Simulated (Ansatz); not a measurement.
The elements of this relaxed trial crystal are hidden behind letters.

```
lattice vectors (Å)
   2.6647    1.5385    7.0401
  -2.6647    1.5385    7.0401
   0.0000   -3.0770    7.0401
fractional positions
X 0.5000 0.5000 0.5000
Z 0.0000 0.0000 0.0000
Q 0.7395 0.7395 0.7395
Q 0.2605 0.2605 0.2605
```

The calculation used Ansatz 0.2.0, DFT PBE, scalar-relativistic, plane waves, PAW. Cutoff 420 eV, Γ-centred 12×12×12 mesh (4-atom cell), Gaussian smearing of 0.10 eV, no spin polarisation.

| Item | Value |
| --- | --- |
| Space group | R-3m (No. 166) |
| Conventional cell | a = 5.329 Å, c = 21.120 Å |
| Volume per atom | 43.29 Å³ |
| Density | 4.80 g/cm³ |
| Energy over the elements | −0.72 eV/atom |
| Gap on the 12×12×12 mesh of the 4-atom cell | 0 eV (a metal) |

Energies are uncorrected and count from the elements' standard states at the same level.

Q: X is an s-block element of period 4, Z is a p-block element of period 6 and Q is a p-block element of period 5. Which elements are they?

A: X = K, Z = Pb, Q = I, so the formula is KPbI2. Density times volume gives a mean mass of 4.80 × 43.29/1.6605 = 125.1 u per atom, and this set has 125.0 u. Around K lie 6 I at 3.66 Å; around Pb lie 6 I at 3.44 Å; I has 3 Pb at 3.44 Å and 3 K at 3.66 Å. Other sets within the hints have nearly the same mass, so mass alone doesn't settle it; this one was computed.

These runs have no spin–orbit coupling, which can matter for I and Pb. An odd number of electrons in the primitive cell allows no gap without spin; a larger cell or a magnetic state could open one. The cell is a metal run without spin; a magnetic state may lie lower. A structure relaxed within its symmetry needn't be a true minimum.
